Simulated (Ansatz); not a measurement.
## Levels of theory for SiC (P6_3mc, 8H)

All numbers come from the plane-wave code Ansatz. No spin polarisation and no zero-point or thermal motion.

SiC (P6_3mc) from a database structure, relaxed with r2SCAN. It is hexagonal, P6_3mc (No. 186); a = 3.079 Å, c = 20.139 Å in the conventional setting, 10.33 Å³ an atom. Around Si lie 4 C at 1.88–1.89 Å; around Si lie 4 C at 1.89 Å; around C lie 4 Si at 1.88–1.89 Å; around C lie 4 Si at 1.89 Å.

```cif
data_structure
_symmetry_space_group_name_H-M 'P6_3mc'
_symmetry_Int_Tables_number 186
_cell_length_a 3.0788
_cell_length_b 3.0788
_cell_length_c 20.1387
_cell_angle_alpha 90.000
_cell_angle_beta 90.000
_cell_angle_gamma 120.000
_cell_volume 165.32
loop_
_atom_site_label
_atom_site_type_symbol
_atom_site_symmetry_multiplicity
_atom_site_Wyckoff_symbol
_atom_site_fract_x
_atom_site_fract_y
_atom_site_fract_z
_atom_site_occupancy
Si1 Si 2 b 0.33333 0.66667 0.87519 1
Si2 Si 2 b 0.33333 0.66667 0.62499 1
Si3 Si 2 a 0.00000 0.00000 0.00010 1
Si4 Si 2 b 0.66667 0.33333 0.75011 1
C1 C 2 b 0.33333 0.66667 0.34412 1
C2 C 2 b 0.66667 0.33333 0.21872 1
C3 C 2 a 0.00000 0.00000 0.59385 1
C4 C 2 b 0.33333 0.66667 0.96892 1
```

Relaxed lattice by functional, symmetry kept:
```
functional   k mesh  a (Å)   c (Å)  volume (Å³/atom)
       PBE  12×12×2  3.095  20.244             10.50
    r2SCAN  12×12×2  3.079  20.139             10.33
```

Band edges at fixed r2SCAN geometry:

| level | k mesh | gap (eV) | kind | edges | least direct gap (eV) |
| --- | --- | --- | --- | --- | --- |
| PBE | 12×12×2 | 1.77 | indirect | Γ → M | 2.86 |
| r2SCAN | 12×12×2 | 2.13 | indirect | Γ → M | 3.27 |
| HSE06 | 6×6×2 | 2.65 | indirect | Γ → M | 3.85 |
| PBE0 | 6×6×2 | 3.38 | indirect | Γ → M | 4.58 |

PBE: smearing of 0.02 eV; the others have fixed occupations.
Wave cutoffs: 420 eV, 500 eV (r2SCAN).

The HSE06 gap is indirect, 2.65 eV (Γ to M), below the direct gap of 3.85 eV at M.

r2SCAN covers 41 % of the step from PBE to HSE06. All these functionals give a gap of the same kind, indirect.

r2SCAN (ground state on 9×9×2): ε∞: 6.54 along x and y, 6.70 along z. Born charges, averaged over directions: Si +2.66 to +2.76, C -2.74 to -2.72 e. The program notes that the ground state's band table doesn't vouch for all the bands that the response reads.

The meshes of the hybrids are coarse, so their gaps aren't converged to the digits shown.
